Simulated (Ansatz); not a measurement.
## Y: the volume at rest

Y in the hcp lattice, starting from this typed cell of 32.95 Å³ an atom.

```
CELL_PARAMETERS angstrom
1.83000 -3.16965 0.00000
1.83000 3.16965 0.00000
0.00000 0.00000 5.68000
ATOMIC_POSITIONS crystal
Y 0.33333 0.66667 0.25000
Y 0.66667 0.33333 0.75000
```

Computed with Ansatz (plane-wave DFT, scalar-relativistic): k mesh 6×6×4; Fermi–Dirac smearing of 0.1 eV; no spin. Cell and atoms are relaxed to zero stress with the symmetry kept and no dispersion correction.

Caveats: coarse k mesh.

Problem. What volume results under PBE, and how much do the potentials matter?

Solution. 
| functional | potentials | cutoff (eV) | volume (Å³/atom) | change (%) |
| --- | --- | --- | --- | --- |
| PBE | all-electron PAW datasets (no frozen core) | 220 | 32.92 | -0.1 |
| PBE | Ansatz hand-made PAW | 420 | 32.93 | -0.1 |
| PBE | PseudoDojo norm-conserving | 980 | 32.94 | 0.0 |
| PBE | Ansatz norm-conserving | 980 | 32.93 | 0.0 |
